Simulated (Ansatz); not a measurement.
VO$_{2}$:
```
VO2
1.0
    5.04575     0.00000     0.00000
    0.00000     8.91434     0.00000
    0.00000     0.00000     5.30845
V O
8 16
Direct
  0.14403   0.37207   0.39553
  0.85597   0.62793   0.60447
  0.35597   0.62793   0.89553
  0.64403   0.37207   0.10447
  0.64403   0.12793   0.60447
  0.35597   0.87207   0.39553
  0.85597   0.87207   0.10447
  0.14403   0.12793   0.89553
  0.46092   0.27011   0.39466
  0.53908   0.72989   0.60534
  0.03908   0.72989   0.89466
  0.96092   0.27011   0.10534
  0.96092   0.22989   0.60534
  0.03908   0.77011   0.39466
  0.53908   0.77011   0.10534
  0.46092   0.22989   0.89466
  0.81324   0.00705   0.85115
  0.18676   0.99295   0.14885
  0.68676   0.99295   0.35115
  0.31324   0.00705   0.64885
  0.31324   0.49295   0.14885
  0.68676   0.50705   0.85115
  0.18676   0.50705   0.64885
  0.81324   0.49295   0.35115
```
Starting moments (μB, in the order of the atoms V V V V V V V V O O O O O O O O O O O O O O O O): 1.1 1.1 1.1 1.1 1.1 1.1 1.1 1.1 -0.1 -0.1 -0.1 -0.1 -0.1 -0.1 -0.1 -0.1 -0.1 -0.1 -0.1 -0.1 -0.1 -0.1 -0.1 -0.1.

Relaxed with PBEsol. Special points in fractions of this cell's reciprocal vectors: Γ (0.000, 0.000, 0.000); X (0.500, 0.000, 0.000); S (0.500, 0.500, 0.000); Y (0.000, 0.500, 0.000); Z (0.000, 0.000, 0.500); U (0.500, 0.000, 0.500); R (0.500, 0.500, 0.500); T (0.000, 0.500, 0.500).

List the band energies nearest the Fermi level at these points for PBEsol in the plane-wave PAW code Ansatz.

In eV from the Fermi level; about four levels below and three above (degenerate sets whole), none deeper than 8.9 eV; points with the same levels are listed once.

| k | below | above |
|---|---|---|
| Γ ↑ | -0.29 -0.25 -0.17 -0.14 | 0.09 0.09 0.31 |
| X ↑ | -0.13 -0.13 -0.07 -0.07 | 0.09 0.09 0.34 0.34 |
| S ↑ | -0.10 -0.10 -0.10 -0.10 | 0.17 0.17 0.17 0.17 |
| Y ↑ | -0.02 -0.02 -0.01 -0.01 | 0.28 0.28 0.43 0.43 |
| Z ↑ | -0.23 -0.23 -0.02 -0.02 | 0.03 0.03 0.30 0.30 |
| U ↑ | -0.15 -0.15 -0.15 -0.15 | 0.18 0.18 0.18 0.18 |
| R ↑ | -0.17 -0.17 -0.17 -0.17 | 0.34 0.34 0.34 0.34 |
| T ↑ | -0.15 -0.15 -0.15 -0.15 | 0.15 0.15 0.15 0.15 |
| Γ ↓ | -2.64 -2.35 -2.34 -2.17 | 0.09 0.58 0.63 |
| X ↓ | -2.76 -2.76 -2.37 -2.37 | 0.39 0.39 0.68 0.68 |
| S ↓ | -2.46 -2.46 -2.46 -2.46 | 0.53 0.53 0.53 0.53 |
| Y ↓ | -2.47 -2.47 -2.37 -2.37 | 0.28 0.28 0.64 0.64 |
| Z ↓ | -2.84 -2.84 -2.78 -2.78 | 0.65 0.65 0.75 0.75 |
| U ↓ | -2.86 -2.86 -2.86 -2.86 | 0.73 0.73 0.73 0.73 |
| R ↓ | -2.66 -2.66 -2.66 -2.66 | 0.81 0.81 0.81 0.81 |
| T ↓ | -2.77 -2.77 -2.77 -2.77 | 0.78 0.78 0.78 0.78 |

Space group Pbca. The start of the workflow was typed in or built on a structure type; the Crystallography Open Database copy checked does not list it. COD files the formula under space group No. 10, 12, 14, 136, so this cell is another polymorph or a model. Whether it is the stable phase at ambient conditions was not checked. Symmetry was held in the PBEsol relaxation; whether a distortion lowers the energy is not shown. The final state is ferromagnetic, chosen from 2 collinear starts compared on coarse meshes (ties went to the first, and starts can fall back to one state), not a proven ground state. No Hubbard U is applied. The compound may be a true metal, but semilocal functionals without U, or a wrong spin order, can also close a gap. Point labels and valley counts follow the cell and symmetry of the run, lower than the named group.

Potentials: the later of the program's two PAW sets.
